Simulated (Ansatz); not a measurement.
Input file for Ansatz (a quantum-chemistry and plane-wave program):

Ansatz 0.2 input:
```yaml
crystal:
  lattice:
    - [0.0, 2.1555143401, 2.1555143401]
    - [2.1555143401, 0.0, 2.1555143401]
    - [2.1555143401, 2.1555143401, 0.0]
  atoms:
    - { symbol: Re, position: [0.0, 0.0, 0.0] }
    - { symbol: C, position: [0.5, 0.5, 0.5] }
kpoints:
  mp_grid: { grid: [12, 12, 12] }
  band_path:
    path:
      - [[0.0, 0.0, 0.0], [0.5, 0.0, 0.5], [0.625, 0.25, 0.625]]  # Γ-X-U
      - [[0.375, 0.375, 0.75], [0.0, 0.0, 0.0], [0.5, 0.5, 0.5], [0.5, 0.25, 0.75], [0.5, 0.0, 0.5]]  # K-Γ-L-W-X
    npoints: 12
basis: { xc_grid: 2 }
hamiltonian:
  xc: pbesol
  pseudopotentials: { azcp: { folder: ./paw }, kind: paw_fr }
magnetization: { noncollinear: true, spin_orbit: true }
scf:
  n_extra_bands: 13
  convergence: { dr2_threshold: 0.0000000001 }
  occupations: { method: gaussian, width: 0.05 }
output: { eigenvalues: true }
```

Output (shortened):

```
Pseudopotential: Re, paw, valence charge 15
Pseudopotential: C, paw, valence charge 4
Functional definition: PBEsol
non-collinear run that drives no moment, with spin-orbit …
Crystal: 2 atoms, lattice volume = 20.030 Å³
Basis set: ecut = 420 eV, 387 PW (Γ), exchange–correlation on 48×48×48 points (8 copies of the dense FFT grid, shifted against one another)
Bands: 32, of which v1, the nominal top of the filled ones, is band 19 counted from 1 (18 counted from 0)
Symmetry: 48 space group operations + 48 with time reversal
k-points: 72 of 1728
Projection manifold: j_resolved (fully-relativistic pseudo-atomic orbitals)
SCF iter   1: F=—  HF=-11010.461142 eV  |F-HF|=—  |Δ(HF+E_count)|=         —  Δρ=1.12e-1  dr2=3.41e0  dr2_m=0.00e0 (ungated)  ethr=3.10e-3  |M|=0.00e0 ∫|m|=0.00e0 μB  |m|>n=0.0e0 m-floor=0.0e0 τ_xc=0.0e0  β_m=0.30  ⟨swp⟩=6.1  Hψ=5473  notcnv=0  defer=42
preconditioner: auto → none
SCF iter   2: F=—  HF=-11009.885272 eV  |F-HF|=—  |Δ(HF+E_count)|=   5.76e-1  Δρ=5.55e-2  dr2=7.90e-1  dr2_m=0.00e0 (ungated)  ethr=3.10e-3  |M|=0.00e0 ∫|m|=0.00e0 μB  |m|>n=0.0e0 m-floor=0.0e0 τ_xc=0.0e0  β_m=0.44  ⟨swp⟩=2.1  Hψ=1740  notcnv=0  defer=418
SCF iter   3: F=—  HF=-11009.706660 eV  |F-HF|=—  |Δ(HF+E_count)|=   1.79e-1  Δρ=1.22e-2  dr2=1.09e-2  dr2_m=0.00e0 (ungated)  ethr=3.10e-3  |M|=0.00e0 ∫|m|=0.00e0 μB  |m|>n=0.0e0 m-floor=0.0e0 τ_xc=0.0e0  β_m=0.65  ⟨swp⟩=2.3  Hψ=1557  notcnv=0  defer=418
SCF iter   4: F=—  HF=-11009.704603 eV  |F-HF|=—  |Δ(HF+E_count)|=   2.06e-3  Δρ=1.68e-3  dr2=2.97e-4  dr2_m=0.00e0 (ungated)  ethr=5.73e-5  |M|=0.00e0 ∫|m|=0.00e0 μB  |m|>n=0.0e0 m-floor=0.0e0 τ_xc=0.0e0  β_m=0.60  ⟨swp⟩=1.5  Hψ=1404  notcnv=0  defer=402
SCF iter   5: F=—  HF=-11009.704543 eV  |F-HF|=—  |Δ(HF+E_count)|=   5.94e-5  Δρ=3.68e-4  dr2=1.69e-5  dr2_m=0.00e0 (ungated)  ethr=1.56e-6  |M|=0.00e0 ∫|m|=0.00e0 μB  |m|>n=0.0e0 m-floor=0.0e0 τ_xc=0.0e0  β_m=0.80  ⟨swp⟩=2.2  Hψ=1390  notcnv=0  defer=402
SCF iter   6: F=—  HF=-11009.704540 eV  |F-HF|=—  |Δ(HF+E_count)|=   3.23e-6  Δρ=3.35e-5  dr2=7.81e-8  dr2_m=0.00e0 (ungated)  ethr=8.88e-8  |M|=0.00e0 ∫|m|=0.00e0 μB  |m|>n=0.0e0 m-floor=0.0e0 τ_xc=0.0e0  β_m=0.85  ⟨swp⟩=2.1  Hψ=1218  notcnv=0  defer=402
SCF iter   7: F=—  HF=-11009.704539 eV  |F-HF|=—  |Δ(HF+E_count)|=   1.13e-6  Δρ=1.80e-6  dr2=7.06e-10  dr2_m=0.00e0 (ungated)  ethr=4.11e-10  |M|=0.00e0 ∫|m|=0.00e0 μB  |m|>n=0.0e0 m-floor=0.0e0 τ_xc=0.0e0  β_m=0.90  ⟨swp⟩=2.1  Hψ=1430  notcnv=0  defer=402
SCF iter   8: F=-11009.704539 eV  HF=-11009.704539 eV  |F-HF|=0.00e0  |Δ(HF+E_count)|=  6.18e-11  Δρ=2.59e-7  dr2=1.28e-11  dr2_m=0.00e0 (ungated)  ethr=1.00e-12  |M|=0.00e0 ∫|m|=0.00e0 μB  |m|>n=0.0e0 m-floor=0.0e0 τ_xc=0.0e0  ⟨swp⟩=8.0  Hψ=4260  notcnv=0
SCF 1 converged in 8 iterations: F = -11009.704539 eV  dr2 = 1.28e-11
NSCF: frozen V_eff on 74 k-points
SCF converged after 8 iterations
Magnetization: |M| = 0.0000 μB,  M = (+0.0000, +0.0000, +0.0000) μB
Absolute magnetization: 0.0000 μB (∫|m|)
  site 0: m = (+0.0000, +0.0000, +0.0000) μB, |m| = 0.0000 μB  (R = 0.89 Å)
  site 1: m = (+0.0000, +0.0000, +0.0000) μB, |m| = 0.0000 μB  (R = 0.89 Å)
Free energy (F): -11009.704539 eV
Harris-Foulkes:  -11009.704539 eV  (|F-HF|=0.00e0)
Internal energy: -11009.702650 eV  (E = F + TS)
E sigma→0 (E₀):  -11009.703594 eV
Entropy (-TS):   -0.001889 eV (-0.945 meV/atom)
Fermi energy:    22.827139 eV
--- Per-component energies (eV) ---
  E_band       = -61.510191
  E_kinetic    = 597.224906
  E_local      = -858.982412  (includes V_loc(G=0)·N_el)
  E_nonlocal   = 112.882749
  E_hartree    = 294.388653
  E_xc         = -395.308407
  E_vxc        = -341.347383  (∫ρ·V_xc dr)
  E_paw        = -8696.399694  (= ΣΔE_a)
  E_vpaw       = -160.065485  (= ΣTr[D̂ρ^β])
  E_aug_tail   = 0.000037  (compensation charges beyond the density's cutoff)
  E_ewald      = -2063.767954
  E_core_change = 0.259471  (= ΣΔE_core)
  E_smearing   = -0.001889  (= −TS)
  E_closure    =  0.000000  (closes the sum)
  Σ components = -11009.704539   (vs F -11009.704539, Δ=0.00e0)
  [band-id]    e_kinetic+e_local+e_nonlocal+2·e_hartree+e_vxc+e_vpaw+e_augmentation_tail = -61.510282   (vs E_band -61.510191, Δ=-9.08e-5)
--- Band table (eV; the first three rows and the last of 72) ---
  k-point 0: bands = ["-58.2235", "-58.2235", "-28.0798", "-28.0798", "-17.0315", "-17.0315", "-17.0315", "-17.0315", "6.5358", "6.5358", "19.0763", "19.0763", "19.0763", "19.0763", "19.6369", "19.6369", "21.0562", "21.0562", "21.0562", "21.0562", "21.5590", …
  k-point 1: bands = ["-58.2214", "-58.2214", "-28.0873", "-28.0873", "-17.0642", "-17.0642", "-17.0363", "-17.0363", "6.7342", "6.7342", "18.6857", "18.6857", "18.8726", "18.8726", "19.4199", "19.4199", "19.9593", "19.9593", "20.2424", "20.2424", "21.9088", …
  k-point 2: bands = ["-58.2156", "-58.2156", "-28.1078", "-28.1078", "-17.1523", "-17.1523", "-17.0495", "-17.0495", "7.3070", "7.3070", "17.5517", "17.5517", "17.9543", "17.9543", "18.2617", "18.2617", "20.1956", "20.1956", "20.3361", "20.3361", "22.1843", …
  k-point 71: bands = ["-58.1814", "-58.1814", "-28.2276", "-28.2276", "-17.4481", "-17.4481", "-17.3315", "-17.3315", "9.8306", "9.8306", "15.9818", "15.9818", "15.9947", "15.9947", "16.5129", "16.5129", "22.7653", "22.7653", "22.7929", "22.7929", "24.0920", …
```

Cost: very roughly 15 core-seconds on shared cores.

Space group Fm-3m (rock salt). The start of the workflow was typed in or built on a structure type; neither database checked (COD, Materials Project) lists it. Its standing as an ambient phase is unchecked. The cell was relaxed with PBEsol under the symmetry of its start. At this level the phase is mechanically unstable. The run is not spin-polarised. Its formation energy is positive at this level, so the cell may be metastable or incomplete.

Potentials: the earlier of the program's two PAW sets. The files were generated under PBE; for other functionals the program regenerates the frozen cores, and for LDA and PBEsol the local potential too.

Ansatz is a plane-wave DFT program.
